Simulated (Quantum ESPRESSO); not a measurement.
## Kohn-Sham bands of CsLiMoO$_{4}$ (F-43m)

```
CELL_PARAMETERS angstrom
      0.00000     4.19603     4.19603
      4.19603     0.00000     4.19603
      4.19603     4.19603     0.00000
ATOMIC_POSITIONS crystal
  Cs 0.25000 0.25000 0.25000
  Li 0.50000 0.50000 0.50000
  Mo 0.75000 0.75000 0.75000
  O  0.62879 0.62879 0.11363
  O  0.62879 0.62879 0.62879
  O  0.11363 0.62879 0.62879
  O  0.62879 0.11363 0.62879
```

Structure: Materials Project mp-551629, symmetrised, not relaxed again. Not found in the COD (Crystallography Open Database) copy used; not checked further. Computed values, not measurements, from PBEsol: Quantum ESPRESSO (norm-conserving PseudoDojo potentials, cutoff 68 Ry, spinors with spin-orbit coupling) on a Γ-centred 4×4×4 mesh, then Wannier90. Density: 6×6×6 mesh, cold smearing 0.01 Ry.

Energies are relative to the valence-band maximum; weights are on the orthonormalised atomic waves of the pseudopotential files, averaged over the group. 50 electrons a cell are treated as valence.

### Question
Into which isolated groups do the bands fall, where do they lie and what are they made of?

### Answer
```tsv
bands	from (eV)	to (eV)	filling	weight on atomic waves
1–2	-60.09	-60.09	filled	Mo 4s 95 %
3–4	-40.80	-40.80	filled	Li 1s 98 %
5–6	-36.16	-36.16	filled	Mo 4p 96 %
7–10	-33.74	-33.74	filled	Mo 4p 95 %
11–12	-19.11	-19.10	filled	Cs 5s 97 %
13–14	-15.82	-15.72	filled	O 2s 81 %, Mo 5s 13 %
15–20	-15.47	-15.25	filled	O 2s 84 %, Mo 4d 11 %
21–22	-7.10	-7.07	filled	Cs 5p 97 %
23–26	-5.56	-5.45	filled	Cs 5p 94 %
27–36	-3.63	-2.80	filled	O 2p 59 %, Mo 4d 34 %
37–38	-2.28	-1.73	filled	O 2p 90 %
39–50	-1.36	0.00	filled	O 2p 96 %
51–56	4.48	6.08	empty	Mo 4d 43 %, O 2p 32 %, Cs 6s 10 %
57–62	6.29	6.90	empty	Mo 4d 43 %, O 2p 28 %, Mo 5s 8 %
```

The Kohn-Sham gap over both meshes and the path is 4.48 eV.
